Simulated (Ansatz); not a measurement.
**Polymorphs and borrowed structures of CaScBr5**

CaScBr5 was placed in 3 structures, borrowed from other compounds or built from prototypes, and relaxed with PBEsol and then r2SCAN+rVV10 in Ansatz 0.2.0, symmetry kept. Energies are static, from a final single point; gaps are the least over its mesh and special points. Computed values alone, no measurements; non-magnetic cells, some hypothetical.

```tsv
start	ends in	volume (Å³/atom)	energy, r2SCAN+rVV10 (meV/atom)	gap, r2SCAN+rVV10 (eV)	shaken (PBEsol)
AlCrF5 type (No. 71)	Immm	36.01	0	2.41	falls 180 meV
MgPPd5 type (No. 123)	P4/mmm	26.17	59	1.40	falls 177 meV
SiSnPd5 type (No. 123)	P4/mmm	26.10	315	0.61	falls 458 meV
```
Energies count from the lowest cell; the last column tells what a randomly displaced small cell does when relaxed without symmetry, which tests only the distortions that fit it.

Of the symmetric cells the lowest is the one started from AlCrF5 type (No. 71), which ends in Immm (No. 71), 59 meV an atom below the next (MgPPd5 type (No. 123)). With PBEsol alone and the shaken cells counted, the lowest of the cells computed is the shaken one from AlCrF5 type (No. 71) (P1), about 180 meV an atom below the lowest symmetric cell, that from AlCrF5 type (No. 71). Other structures, not tried here, could lie lower.

The cells shaken are PBEsol's, whose volumes can differ from those tabled by ten per cent. The falls are PBEsol's, in meV an atom on the shaken cell's own mesh; a cell that falls isn't a minimum, and its place in the table may change once it distorts.

The cells in order of energy (the first three):
- AlCrF5 type (No. 71): Immm, 36.01 Å³ an atom. Ca is surrounded by 6 Br at 2.57–2.98 Å; Sc is surrounded by 6 Br at 2.48–3.03 Å; Br is surrounded by 1 Ca at 2.88 Å and 2 Sc at 3.03 Å; Br is surrounded by 1 Sc at 2.48 Å and 1 Ca at 2.98 Å; Br is surrounded by 2 Ca at 2.57 Å.
- MgPPd5 type (No. 123): P4/mmm, 26.17 Å³ an atom. Ca has 12 Br at 3.33–3.44 Å; Sc has 8 Br at 2.86 Å; Br has 2 Sc at 2.86 Å and 2 Ca at 3.44 Å; Br has 4 Ca at 3.33 Å.
- SiSnPd5 type (No. 123): P4/mmm, 26.10 Å³ an atom. Ca is surrounded by 10 Br at 3.02–3.74 Å; Sc is surrounded by 12 Br at 3.18–3.49 Å; Br is surrounded by 8 Br at 3.18 Å and 4 Sc at 3.49 Å and 2 Ca at 3.74 Å; Br is surrounded by 2 Ca at 3.02 Å and 2 Sc at 3.18 Å and 2 Br at 3.18 Å.

The lowest symmetric cell:
```
CELL_PARAMETERS angstrom
-2.56645 4.49956 5.45738
2.56645 -4.49956 5.45738
2.56645 4.49956 -5.45738
ATOMIC_POSITIONS crystal
Ca 0.50000 0.50000 0.00000
Sc 0.00000 0.00000 0.00000
Br 0.82006 0.50000 0.32006
Br 0.17994 0.50000 0.67994
Br 0.22712 0.22712 0.00000
Br 0.77288 0.77288 0.00000
Br 0.50000 0.00000 0.50000
```

The runs are scalar-relativistic, without spin-orbit coupling.

For some runs the program warns that the potential is rough where the density is thin, which bears on the empty states there.
